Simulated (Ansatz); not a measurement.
**MgMnGe (P4/nmm): electronic heat capacity from the density of states**

Level of theory: DFT r2SCAN, scalar-relativistic, plane waves, PAW in Ansatz.

Plane waves to 500 eV, a k mesh through Γ of 10×10×6 on the computed 6-atom cell and Gaussian smearing (0.10 eV); collinear spin from starting moments 0 0 3.85 3.85 -0.13 -0.13 μB.

Relaxed cell: P4/nmm, a = 4.019 Å, b = 4.019 Å, c = 6.508 Å, α = 90.00°, β = 90.00°, γ = 90.00°, 6 atoms in the primitive cell. Whether it is the stable form of this composition wasn't checked.

The density of states at the Fermi level is 2.688 states/eV in the cell of 6 atoms (2 formula units; both spins, tetrahedra on a 15×15×9 mesh). The run ends with a moment of 6.94 μB a cell (largest on a site 3.50 μB), and the figure is for this state; a paramagnetic sample can have a quite different one. Another magnetic order, if the compound takes it, can change N(E_F) and the shape of the cell a good deal.

Task: What Sommerfeld coefficient does this give?

Result: Per formula unit N(E_F) = 1.344 states/eV. γ = (π²/3) k_B² N(E_F) N_A = 2.357 mJ/(mol K²) per state/eV, so γ = 3.2 mJ/(mol K²), a mole of formula units. This is the bare band result: a measured γ of the same phase and magnetic order is as a rule larger by a factor 1 + λ from phonons and spin fluctuations. N(E_F) at one energy is sensitive to the mesh where the density of states has sharp peaks.

The state reached may not be the lowest one. The run saw a state lower than the one given here. Only parallel moments were tried here.

Only this magnetic start was tried.

Cost: 1 run of about 5.9 core-minutes, on Arm Neoverse V1 (shared hosts).